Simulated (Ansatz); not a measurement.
Ge:
```
Ge
1.0
    4.00347     0.00000     0.00000
   -2.00173     3.46710     0.00000
    0.00000     0.00000    13.14538
Ge
8
Direct
  0.00000   0.00000   0.40681
  0.00000   0.00000   0.59319
  0.00000   0.00000   0.90681
  0.00000   0.00000   0.09319
  0.33333   0.66667   0.34412
  0.66667   0.33333   0.65588
  0.66667   0.33333   0.84412
  0.33333   0.66667   0.15588
```

Relaxed with r²SCAN.

Q: Which orbitals make up the states near the band edges in the program Ansatz at the r²SCAN level (PAW)?

A: Top 1 eV of the valence band: Ge 4p 98 %. Bottom 1 eV of the conduction band: Ge 4p 55 %, Ge 4s 39 %, outside the projected shells 6 %. Projections are on Löwdin-orthogonalised atomic valence shells; empty p or d shells of many metals are not among them.

Q: Tabulate the density of states.

A: States/eV per cell of 8 atoms, in 0.25 eV bins, energy from the valence-band maximum.

| E (eV) | total | Ge 4p | Ge 4s |
|---|---|---|---|
| -7.85 | 2.60 | 1.23 | 1.36 |
| -7.60 | 3.27 | 1.57 | 1.67 |
| -7.35 | 2.79 | 1.36 | 1.40 |
| -7.10 | 2.12 | 1.04 | 1.07 |
| -6.85 | 1.69 | 0.82 | 0.85 |
| -6.60 | 1.45 | 0.71 | 0.73 |
| -6.35 | 1.26 | 0.62 | 0.63 |
| -6.10 | 1.10 | 0.55 | 0.55 |
| -5.85 | 0.96 | 0.48 | 0.47 |
| -5.60 | 0.84 | 0.43 | 0.41 |
| -5.35 | 0.75 | 0.38 | 0.36 |
| -5.10 | 0.65 | 0.34 | 0.31 |
| -4.85 | 0.94 | 0.67 | 0.27 |
| -4.60 | 3.03 | 2.72 | 0.28 |
| -4.35 | 3.93 | 3.58 | 0.32 |
| -4.10 | 3.67 | 3.31 | 0.34 |
| -3.85 | 4.99 | 4.58 | 0.37 |
| -3.60 | 4.26 | 3.93 | 0.30 |
| -3.35 | 4.24 | 3.97 | 0.25 |
| -3.10 | 4.61 | 4.35 | 0.23 |
| -2.85 | 5.92 | 5.63 | 0.25 |
| -2.60 | 4.78 | 4.53 | 0.22 |
| -2.35 | 6.16 | 5.94 | 0.18 |
| -2.10 | 5.92 | 5.73 | 0.14 |
| -1.85 | 4.73 | 4.57 | 0.12 |
| -1.60 | 3.58 | 3.47 | 0.09 |
| -1.35 | 2.49 | 2.40 | 0.06 |
| -1.10 | 1.70 | 1.66 | 0.03 |
| -0.85 | 1.20 | 1.18 | 0.01 |
| -0.60 | 0.87 | 0.85 | 0.01 |
| -0.35 | 0.46 | 0.45 | 0.00 |
| -0.10 | 0.13 | 0.13 | 0.00 |
| 0.15 | 0.00 | 0.00 | 0.00 |
| 0.40 | 0.02 | 0.01 | 0.01 |
| 0.65 | 0.52 | 0.26 | 0.23 |
| 0.90 | 1.70 | 0.93 | 0.67 |
| 1.15 | 2.79 | 1.59 | 1.03 |
| 1.40 | 3.98 | 2.33 | 1.41 |
| 1.65 | 5.89 | 3.56 | 1.94 |
| 1.90 | 5.02 | 3.08 | 1.57 |
| 2.15 | 3.60 | 2.23 | 1.08 |
| 2.40 | 4.14 | 2.65 | 1.09 |
| 2.65 | 4.51 | 3.10 | 0.95 |
| 2.90 | 4.87 | 3.45 | 0.92 |
| 3.15 | 5.73 | 4.02 | 1.07 |
| 3.40 | 3.92 | 2.85 | 0.59 |
| 3.65 | 4.32 | 3.33 | 0.45 |
| 3.90 | 5.53 | 4.25 | 0.53 |
| 4.15 | 6.22 | 4.72 | 0.59 |
| 4.40 | 4.21 | 3.09 | 0.41 |
| 4.65 | 5.04 | 3.70 | 0.46 |
| 4.90 | 5.34 | 3.86 | 0.45 |
| 5.15 | 5.00 | 3.52 | 0.46 |

Space group P6_3/mmc. The workflow started from a Materials Project entry (that database holds measured and hypothetical structures alike); the Crystallography Open Database copy checked does not list it. It is not the phase usual at ambient conditions (space group No. 227). Symmetry was held in the r²SCAN relaxation; its stability against distortions is not shown here. Scalar-relativistic: spin–orbit coupling is off unless named, which matters more the heavier the elements.

Potentials: the later of the program's two PAW sets.
